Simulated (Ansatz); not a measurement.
This guess for HfC₅ is about to be relaxed.

Space group P-6m2 (No. 187). a = 3.006 Å, b = 3.006 Å, c = 14.260 Å, α = 90.00°, β = 90.00°, γ = 120.00°
```tsv
atom	site	symmetry	x	y	z
Hf	1a	-6m2	0.0000	0.0000	0.0000
C	2i	3m.	0.6667	0.3333	0.8534
C	2g	3m.	0.0000	0.0000	0.6761
C	1f	-6m2	0.6667	0.3333	0.5000
```

Level of theory: Ansatz 0.2.0, DFT PBE, scalar-relativistic, plane waves, PAW. Cutoff 420 eV, Gaussian smearing, Γ-centred meshes. Cell and atoms relax first on a coarse mesh and then on a finer one. In between, the cell is made exact in the group found at 0.06 Å. In metals the finer mesh still leaves noise of several meV/atom or more. The steps can't lower the symmetry of their start. No spin polarisation.

A guess keeps its type if space group and coordination stay and the shape of the cell changes little (axis ratios within about 15 %, angles within 6°); the volume may change.

Question: Will the relaxed cell still be of the starting type?

Answer: It doesn't keep its type. The symmetry stays P-6m2 (No. 187). The volume per atom shrinks by 52.7 %, from 18.6 to 8.8 Å³. The shortest distance goes from 2.72 Å (Hf–C) to 1.44 Å (C–C). The ratio c/a of the conventional cell changes by a factor of 0.71. Counting neighbours within 15 % of an atom's shortest distance, the start has C 12, Hf 12 and the end C 2/3/4, Hf 8. In detail, at the end Hf is surrounded by 2 C at 2.45 Å and 6 Hf at 2.63 Å; around C on a site of symmetry 3m lie 1 C at 1.44 Å and 3 C at 1.60 Å; around C on a second site of symmetry 3m lie 3 C at 1.60 Å and 1 Hf at 2.45 Å; 1 more site not described.

```
CELL_PARAMETERS angstrom
2.62972 0.00000 0.00000
-1.31486 2.27740 0.00000
0.00000 0.00000 8.81393
ATOMIC_POSITIONS crystal
Hf 0.00000 0.00000 0.00000
C 0.66667 0.33333 0.66360
C 0.00000 0.00000 0.72210
C 0.66667 0.33333 0.50000
C 0.00000 0.00000 0.27790
C 0.66667 0.33333 0.33640
```

The last run used an 18×18×4 mesh (in the run's order of axes) for its 6-atom cell and Gaussian smearing of 0.10 eV. Spin–orbit coupling, which can matter for Hf, is left out. A structure relaxed within its symmetry needn't be a true minimum. Another cell of HfC5 relaxed alike, in R-3m, lies 239 meV/atom lower, so this cell isn't the stable form at this level.

In counts of neighbours, a slash parts the counts of unlike sites.
